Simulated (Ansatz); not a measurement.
# Ge: zone-centre modes

All numbers below come from DFT PBEsol, scalar-relativistic, plane waves, PAW in Ansatz 0.2.0. Cutoff 420 eV, Γ-centred 8×8×8 k-points, Gaussian smearing of 0.15 eV. No spin polarisation.

Reference structure (relaxed at this level; this form isn't the usual structure):

```
Ge
1.0
    -3.46966    3.46966    3.46966
     3.46966   -3.46966    3.46966
     3.46966    3.46966   -3.46966
Ge
8
Direct
  0.50000 0.00000 0.79584
  0.79584 0.50000 0.00000
  0.00000 0.79584 0.50000
  0.70416 0.70416 0.70416
  0.50000 0.00000 0.20416
  0.20416 0.50000 0.00000
  0.00000 0.20416 0.50000
  0.29584 0.29584 0.29584
```

Harmonic modes by finite displacements of 0.02 Å, without the LO–TO term.

(1) At this geometry, is the structure stable against these modes?

(2) List the wavenumbers in cm⁻¹.

## Answers

(1) Yes: no mode is imaginary beyond 10 cm⁻¹, and only the three translations lie near zero.

(2) 0, 0, 0, 73, 73, 73, 81, 81, 81, 85, 202, 202, 202, 215, 218, 218, 218, 234, 234, 234, 247, 247, 251, 251.

Cost: 1 run of about 2.3 core-minutes, on AMD EPYC 9R45 (Zen 5) (shared hosts).